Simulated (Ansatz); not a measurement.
## Ansatz 0.2.0, settings compared: HfO$_{2}$

The input file (Ansatz 0.2.0, plane waves):

```yaml
crystal:
  lattice:
    - [3.754008, 0.0, 0.0]
    - [0.0, 3.754008, 0.0]
    - [0.0, 0.0, 5.416913]
  atoms:
    - { symbol: O, position: [0.0, 0.5, 0.201] }
    - { symbol: O, position: [0.0, 0.5, 0.701] }
    - { symbol: O, position: [0.5, 0.0, 0.299] }
    - { symbol: O, position: [0.5, 0.0, 0.799] }
    - { symbol: Hf, position: [0.0, 0.0, 0.0] }
    - { symbol: Hf, position: [0.5, 0.5, 0.5] }
  symmetry: { tolerance: 0.0003 }
kpoints:
  mp_grid: { grid: [5, 5, 4], shift: [0, 0, 0] }
magnetization:
  spin_polarized: false
scf:
  occupations: { method: fermi_dirac }
hamiltonian:
  pseudopotentials: { kind: paw }
  xc: pbe
basis:
  ecutwfc: 420
output:
  forces: true
  stress: true
  eigenvalues: true
relax:
  max_steps: 40
  cell: {}
```

The command:

```bash
ansatz run input.yaml --threads 1 --pin off --max-ram 2560MiB --backend cpu --events-out ev --progress --plain --runs-dir out
```

Origin of the cell: a known structure type with other elements, at an estimated volume, so it need not be a known compound.

The smearing width isn't typed, so it takes its default of 0.1 eV.

Output of this run (shortened):

```
Pseudopotentials: kind: paw
Pseudopotential: O, paw, valence charge 6, recommended cutoff 420 eV (normal), O.paw.azcp
Pseudopotential: Hf, paw, valence charge 26, recommended cutoff 420 eV (normal), Hf.paw.azcp
Functional definition: PBE
  exchange = pbe_x(kappa = kappa, mu = beta*pi^2/3)
  correlation = pbe_c(beta = beta)
Crystal: 6 atoms, lattice volume = 76.338 Å³
Basis set: ecut = 420 eV, 1475 PW (Γ), exchange–correlation on 54×54×80 points (8 copies of the dense FFT grid, shifted against one another)
Bands: 46, of which v1, the nominal top of the filled ones, is band 38 counted from 1 (37 counted from 0)
Symmetry: 16 space group operations
Space group: P42/nmc (ITA 137), of the structure as read, at distance tolerance 1.3e-3 Å
k-points: 18 of 100
[… 4 lines left out …]
Initial density: superposition of atomic densities (neutral atoms: chi_scale 0, normalization atom), corrected by the library's trained network
Functional: x = pbe(κ = 0.804, μ = 0.219515), c = pbe(β = 0.066725)
SCF iter   1: F=—  HF=-33722.366842 eV  Δρ=2.48e-3  dr2=1.24e-3
SCF iter   2: F=—  HF=-33722.368473 eV  Δρ=1.30e-3  dr2=3.74e-4
SCF iter   3: F=—  HF=-33722.368800 eV  Δρ=4.89e-4  dr2=1.23e-4  defer=2
SCF iter   4: F=—  HF=-33722.368771 eV  Δρ=1.33e-4  dr2=6.91e-6
SCF iter   5: F=—  HF=-33722.368726 eV  Δρ=4.90e-5  dr2=1.62e-6
SCF iter   6: F=—  HF=-33722.368728 eV  Δρ=1.94e-5  dr2=2.83e-7
SCF iter   7: F=-33722.368729 eV  HF=-33722.368729 eV  Δρ=9.85e-6  dr2=7.34e-8
relax step   1: F+E_penalty+E_count = -33722.368729 eV  Δ(F+E_penalty+E_count) = +0.000e0 eV  max|allowed force component| = 5.858e-1 eV/Å  Δτ_max = 0.0000 Å  P = -22.178 GPa  Ω = 76.338 Å³ […]
relax step   2: F+E_penalty+E_count = -33723.019269 eV  Δ(F+E_penalty+E_count) = -6.505e-1 eV  max|allowed force component| = 4.651e-2 eV/Å  Δτ_max = 0.0048 Å  P = +6.613 GPa  Ω = 66.156 Å³ […]
relax step   3: F+E_penalty+E_count = -33723.049291 eV  Δ(F+E_penalty+E_count) = -3.002e-2 eV  max|allowed force component| = 1.192e-1 eV/Å  Δτ_max = 0.0142 Å  P = -1.141 GPa  Ω = 68.376 Å³ […]
relax step   4: F+E_penalty+E_count = -33723.054131 eV  Δ(F+E_penalty+E_count) = -4.840e-3 eV  max|allowed force component| = 1.218e-1 eV/Å  Δτ_max = 0.0059 Å  P = -0.573 GPa  Ω = 68.336 Å³ […]
relax step   5: F+E_penalty+E_count = -33723.057977 eV  Δ(F+E_penalty+E_count) = -3.846e-3 eV  max|allowed force component| = 7.291e-2 eV/Å  Δτ_max = 0.0124 Å  P = -0.304 GPa  Ω = 68.432 Å³ […]
relax step   6: F+E_penalty+E_count = -33723.059524 eV  Δ(F+E_penalty+E_count) = -1.547e-3 eV  max|allowed force component| = 3.559e-3 eV/Å  Δτ_max = 0.0169 Å  P = +0.009 GPa  Ω = 68.595 Å³ […]
relax step   7: F+E_penalty+E_count = -33723.039661 eV  Δ(F+E_penalty+E_count) = +1.986e-2 eV  max|allowed force component| = 4.477e-3 eV/Å  Δτ_max = 0.0000 Å  P = -0.556 GPa  Ω = 68.595 Å³  stress off target by 5.78e-1 GPa […]
relax step   8: F+E_penalty+E_count = -33723.040868 eV  Δ(F+E_penalty+E_count) = -1.207e-3 eV  max|allowed force component| = 4.807e-6 eV/Å  Δτ_max = 0.0023 Å  P = -0.015 GPa  Ω = 68.404 Å³ […]
relax step   9: F+E_penalty+E_count = -33723.039893 eV  Δ(F+E_penalty+E_count) = +9.743e-4 eV  max|allowed force component| = 1.128e-4 eV/Å  Δτ_max = 0.0000 Å  P = -0.028 GPa  Ω = 68.404 Å³  stress off target by 3.29e-2 GPa […]
SCF 9 converged in 7 iterations: F = -33723.039893 eV  dr2 = 1.21e-11
basis re-selected at this cell: Δ(F+E_penalty+E_count) = +9.743e-4 eV, ΔP = -0.013 GPa vs the last step (what re-selecting the basis moved, of the pressure what is left beyond the Pulay corre […]
SCF converged after 7 iterations
Free energy (F): -33723.039893 eV
Harris-Foulkes:  -33723.039893 eV  (|F-HF|=7.28e-12)
Internal energy: -33723.039893 eV  (E = F + TS)
E sigma→0 (E₀):  -33723.039893 eV
Fermi energy:    16.785022 eV
--- Per-component energies (eV) ---
  E_band       = 29.357027
  E_kinetic    = 1541.910760
  E_local      = -11846.830332  (includes V_loc(G=0)·N_el)
  E_nonlocal   = -2294.354219
  E_hartree    = 5414.266984
  E_xc         = -895.048692
  E_vxc        = -908.921132  (∫ρ·V_xc dr)
  E_paw        = -14485.875949  (= ΣΔE_a)
  E_vpaw       = 2709.008015  (= ΣTr[D̂ρ^β])
  E_aug_tail   = 0.010033  (compensation charges beyond the density's cutoff)
  E_ewald      = -11157.118478
  E_smearing   = -0.000000  (= −TS)
  Σ components = -33723.039893   (vs F -33723.039893, Δ=0.00e0)
--- Forces (eV/Å), atoms counted from 1 ---
  atom   1  O      0.000000     0.000000    -0.000113
  atom   2  O      0.000000     0.000000    -0.000113
  atom   3  O      0.000000     0.000000     0.000113
  atom   4  O      0.000000     0.000000     0.000113
  atom   5  Hf     0.000000     0.000000     0.000000
  atom   6  Hf     0.000000     0.000000     0.000000
  max |Σ_I F_I| component: 0.00e0 eV/Å
--- Stress (GPa, compression-positive) ---
       -0.025359       0.000000       0.000000
        0.000000      -0.025359       0.000000
        0.000000       0.000000      -0.032947
  P = ⅓ Tr σ = -0.0279 GPa (-0.279 kbar)
--- Relaxed structure (7 steps of the walk, 7 accepted, 2 SCFs on fresh bases) ---
  F+E_penalty+E_count = -33723.039893 eV   max|allowed force component| = 1.128e-4 eV/Å   (the final SCF, on the basis selected at the relaxed cell)
  cell:  # Å, volume = 68.4038 Å³
    - [3.604524, 0.0, 0.0]
    - [0.0, 3.604524, 0.0]
    - [0.0, 0.0, 5.264831]
  atoms:
    - { symbol: O, position: [0.0, 0.5, 0.193198] }
    - { symbol: O, position: [0.0, 0.5, 0.693198] }
    - { symbol: O, position: [0.5, 0.0, 0.306802] }
    - { symbol: O, position: [0.5, 0.0, 0.806802] }
    - { symbol: Hf, position: [0.0, 0.0, 0.0] }
    - { symbol: Hf, position: [0.5, 0.5, 0.5] }
```

The same input was run again with these changes:

1. `kpoints.mp_grid.shift` [0, 0, 0] → [0.5, 0.5, 0.5]; `hamiltonian.xc` pbe → rpbe
2. `scf.occupations.method` fermi_dirac → tetrahedron_uncorrected
3. `scf.convergence.dr2_threshold` default → 1.0e-06; `kpoints.mp_grid.shift` [0, 0, 0] → [0.5, 0.5, 0.5]
4. `kpoints.mp_grid.grid` [5, 5, 4] → [4, 4, 3]; `basis.ecutwfc` 420 → "40.4 Ry"

| run | end | SCF iterations | volume (Å³/atom) | max force component (eV/Å) | moment (μB) | ΔE(σ→0) (meV/atom) |
| --- | --- | --- | --- | --- | --- | --- |
| base | converged | 57 | 11.40 | 0.000 | – | 0 |
| 1 | converged | 68 | 11.74 | 0.000 | – | – |
| 2 | converged | 56 | 11.40 | 0.000 | – | 0.00 |
| 3 | converged | 48 | 11.40 | 0.000 | – | 0.01 |
| 4 | converged | 46 | 11.40 | 0.003 | – | -4.29 |

Energies are compared only where functional, datasets, charge and starting cell are the same.

Not properties of the system: run 4 (too coarse or loose: `kpoints.mp_grid.grid` = [4, 4, 3]).

Caveats of the base run: no spin-orbit coupling, though heavy elements are present; the relaxation held the start's symmetry, so the end may be a saddle point.

Run 1: forces of this functional can be a tenth off on datasets made under PBE.
Run 2: forces and stress under tetrahedra may miss the slope of the energy.
Run 3: the SCF threshold is loose for forces.

Time of the base run: 23 s on 1 thread of Intel(R) Xeon(R) Platinum 8559C (Emerald Rapids) (shared host), peak memory 0.5 GiB, from the program's own first density.
